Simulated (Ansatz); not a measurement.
Consider a crystal of GaPbI₃ in space group Pm-3m (No. 221), with Ga on 1a; Pb on 1b; I on 3c.

Method: DFT PBE, scalar-relativistic, plane waves, PAW (Ansatz 0.2.0). Cutoff 420 eV, Γ-centred mesh, Gaussian smearing, no spin polarisation.

Formation energies are uncorrected and refer to the elements' standard structures at the same level.

Question: Predict the relaxed structure.

Answer:

Space group Pm-3m (No. 221). a = 6.328 Å, b = 6.328 Å, c = 6.328 Å, α = 90.00°, β = 90.00°, γ = 90.00°
| atom | site | symmetry | x | y | z |
| --- | --- | --- | --- | --- | --- |
| Ga | 1a | m-3m | 0.0000 | 0.0000 | 0.0000 |
| Pb | 1b | m-3m | 0.5000 | 0.5000 | 0.5000 |
| I | 3c | 4/mm.m | 0.0000 | 0.5000 | 0.5000 |

It has the cubic perovskite type. Around Ga lie 12 I at 4.47 Å (long contacts); Pb is surrounded by 6 I at 3.16 Å; around I lie 2 Pb at 3.16 Å, 4 Ga at 4.47 Å and 8 I at 4.47 Å.

Question: Where does its energy lie, and is it a metal?

Answer: The energy over the elements is −0.304 eV/atom and the gap on the 4×4×4 mesh of the 5-atom cell is 1.27 eV. A negative formation energy is needed for stability but isn't enough: competing phases decide.

The last run used Gaussian smearing of 0.02 eV. Spin–orbit coupling, which can matter for I and Pb, is left out. Kohn–Sham gaps at this level usually fall short of measured ones. The missing spin–orbit coupling can work the other way here. The reference form of I is held partly by dispersion forces, which this level lacks. A structure relaxed within its symmetry needn't be a true minimum.
